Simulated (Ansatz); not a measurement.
AlCrB:
```xyz
6
Lattice="1.4916 -6.9028 0.0000 1.4916 6.9028 0.0000 0.0000 0.0000 2.9469" Properties=species:S:1:pos:R:3 pbc="T T T"
Al     1.4916    -2.6435     0.7367
Al     1.4916     2.6435     2.2102
B      1.4916     0.4522     2.2102
B      1.4916    -0.4522     0.7367
Cr     1.4916     5.7435     2.2102
Cr     1.4916    -5.7435     0.7367
```

Relaxed with r²SCAN. Special points in fractions of this cell's reciprocal vectors: Γ (0.000, 0.000, 0.000); Y (-0.500, 0.500, 0.000); C0 (-0.262, 0.738, 0.000); Σ0 (0.262, 0.262, 0.000); Z (0.000, 0.000, 0.500); A0 (0.262, 0.262, 0.500); E0 (-0.262, 0.738, 0.500); T (-0.500, 0.500, 0.500); S (0.000, 0.500, 0.000); R (0.000, 0.500, 0.500).

Question: List the band energies nearest the Fermi level at these points for the program Ansatz at the r²SCAN level (PAW).

Answer: In eV from the Fermi level; about four levels below and three above (degenerate sets whole), none deeper than 8.9 eV; points with the same levels are listed once.

```
k                     below                above
--  -----------------------  -------------------
Γ   -2.80 -2.62 -0.28 -0.14       0.22 0.46 0.46
Y   -2.68 -2.07 -0.14 -0.11       0.23 0.30 0.65
C0  -2.01 -1.46 -1.00 -0.84       0.64 0.88 1.07
Z   -2.61 -2.61 -0.25 -0.25  0.97 0.97 1.07 1.07
A0  -2.21 -2.21 -1.64 -1.64  1.31 1.31 1.45 1.45
T   -3.08 -3.08 -0.28 -0.28  0.40 0.40 1.47 1.47
S   -2.04 -1.46 -1.00 -0.84       0.65 0.95 0.98
R   -2.20 -2.20 -1.66 -1.66  1.26 1.26 1.49 1.49
```

Space group Cmcm. The start of the workflow was typed in or built on a structure type; neither database checked (COD, Materials Project) lists it. Whether it is the stable phase at ambient conditions was not checked. The cell was relaxed with r²SCAN under the symmetry of its start; its stability against distortions is not shown here. The workflow began spin-polarised and lost its moments.

Potentials: the later of the program's two PAW sets.
